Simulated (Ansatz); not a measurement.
Here is an unrelaxed guess for AlNi5.

```cif
data_structure
_symmetry_space_group_name_H-M 'P4/mmm'
_symmetry_Int_Tables_number 123
_cell_length_a 2.4946
_cell_length_b 2.4946
_cell_length_c 10.5835
_cell_angle_alpha 90.000
_cell_angle_beta 90.000
_cell_angle_gamma 90.000
_cell_volume 65.86
loop_
_atom_site_label
_atom_site_type_symbol
_atom_site_symmetry_multiplicity
_atom_site_Wyckoff_symbol
_atom_site_fract_x
_atom_site_fract_y
_atom_site_fract_z
_atom_site_occupancy
Al1 Al 1 a 0.00000 0.00000 0.00000 1
Ni1 Ni 2 h 0.50000 0.50000 0.16667 1
Ni2 Ni 2 g 0.00000 0.00000 0.33333 1
Ni3 Ni 1 d 0.50000 0.50000 0.50000 1
```

The calculation used DFT PBE, scalar-relativistic, plane waves, PAW in Ansatz. Settings: cutoff 420 eV, Γ-centred mesh 6×6×2 on the computed 6-atom cell, Gaussian smearing of 0.10 eV; collinear spin from starting moments 0.0 2.0 2.0 2.0 2.0 2.0 μB.

The zero of energy is the elements' standard structures at the same level; no fitted shifts are applied.

Question: Estimate its pressure, forces and energy as it stands.

Answer: The pressure is 5.2 GPa (the mean over three directions, positive in compression), the largest force is 0.31 eV/Å, and the energy is −0.17 eV/atom against the elements. The shortest distance is 2.49 Å.

Question: Is it a good guess?

Answer: A good one: relaxing gains under 0.1 eV/atom (the start's value is from the coarse mesh, so the gain is rough) in 13 ionic steps and ends at −0.18 eV/atom on the finer mesh. The symmetry stays P4/mmm (No. 123). The volume per atom grows by 2.9 %, from 11.0 to 11.3 Å³. The shortest distance goes from 2.49 Å (Al–Ni, Al–Al and Ni–Ni) to 2.46 Å (Ni–Ni). The ratio c/a of the conventional cell changes by a factor of 0.90. Conventional cell: a = 2.609 Å, c = 9.960 Å. Al has 8 Ni at 2.48 Å and 4 Al at 2.61 Å; Ni on a site of symmetry 4mm is surrounded by 4 Al at 2.48 Å and 8 Ni at 2.51–2.61 Å; Ni on a second site of symmetry 4mm is surrounded by 12 Ni at 2.46–2.61 Å; 1 more site not described.

The last run used collinear spin, a 14×14×4 mesh (in the run's order of axes) for its 6-atom cell and Gaussian smearing of 0.10 eV. Another magnetic order may lie lower. The relaxation can't lower the symmetry of the start, and the grade says only how near the guess is to its own end. Symmetry constrained the relaxation, so the result can be a saddle point.
